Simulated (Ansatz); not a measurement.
ZrRh3 (Cu3Au type, space group No. 221), DFT-r²SCAN in the program Ansatz with PAW potentials, all energies at zero smearing, with the estimated change up to a 700 eV cutoff added, with one set of potentials and settings (totals compare only within such a set). Cell of 4 atoms (1 Zr, 3 Rh): -23443.834 eV.

| element | reference phase | E (eV/atom) |
|---|---|---|
| Zr | P6_3/mmc, 2 atoms in the cell | -4195.0260 |
| Rh | Fm-3m, 1 atoms in the cell | -6415.2735 |

Formation energy per atom, worked out: (-23443.834 − 1×(-4195.0260) − 3×(-6415.2735))/4 = -0.747 eV/atom (-72 kJ per mol of atoms), at 0 K, without zero-point energy or fitted corrections.

Space group Pm-3m (Cu3Au type). The workflow started from a Materials Project entry (that database holds measured and hypothetical structures alike); the Crystallography Open Database files this formula in space group No. 221, but the cells were not matched. Its standing as an ambient phase is unchecked. The cell was relaxed with r²SCAN under the symmetry of its start; its stability against distortions is not shown here. The run is not spin-polarised. The references are the lowest solids computed at this level, not always the standard phases.

Potentials: the later of the program's two PAW sets.
